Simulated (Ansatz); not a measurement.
The relaxed structure here is a generated cell of SrTiO3: the first start was made by placing the elements on the sites of a structure type, and the end was not matched to a known phase here, so it may be hypothetical. Known forms of SrTiO3 include space group No. 221.

One starting cell of SrTiO₃ (a generated cell, SrTiO3 built in the LiNbO3 structure type) was relaxed twice with Ansatz (plane waves, PAW, scalar-relativistic): with r2SCAN at 500 eV and with PBE at 420 eV. The r2SCAN result:

```
SrTiO3
1.0
    2.76527     1.59653     4.51515
   -2.76527     1.59653     4.51515
    0.00000    -3.19306     4.51515
Sr Ti O
2 2 6
Direct
  0.26297   0.26297   0.26297
  0.76297   0.76297   0.76297
  0.01437   0.01437   0.01437
  0.51437   0.51437   0.51437
  0.75788   0.23804   0.27703
  0.27703   0.75788   0.23804
  0.23804   0.27703   0.75788
  0.77703   0.73804   0.25788
  0.25788   0.77703   0.73804
  0.73804   0.25788   0.77703
```

```
quantity                          r2SCAN  PBE
--------------------------------  ------  ---
space group                          R3c  R3c
volume (Å³/atom)                   11.96  [?]
a (Å)                              5.531  [?]
c (Å)                             13.545  [?]
gap (eV, no spin-orbit coupling)    2.48  [?]
```

**Question.** Fill in the PBE column.

**Answer.** 
- volume (Å³/atom), PBE: 12.30
- a (Å), PBE: 5.579
- c (Å), PBE: 13.694
- gap (eV, no spin-orbit coupling), PBE: 2.36

Both levels end in the same structure; PBE's volume is 2.9 % larger; its gap is 0.12 eV smaller. Neither column is exact.

No spin polarisation in the result.

The run could not lose the symmetry of its start, so the end can be a saddle point.

Ansatz is a first-principles code.
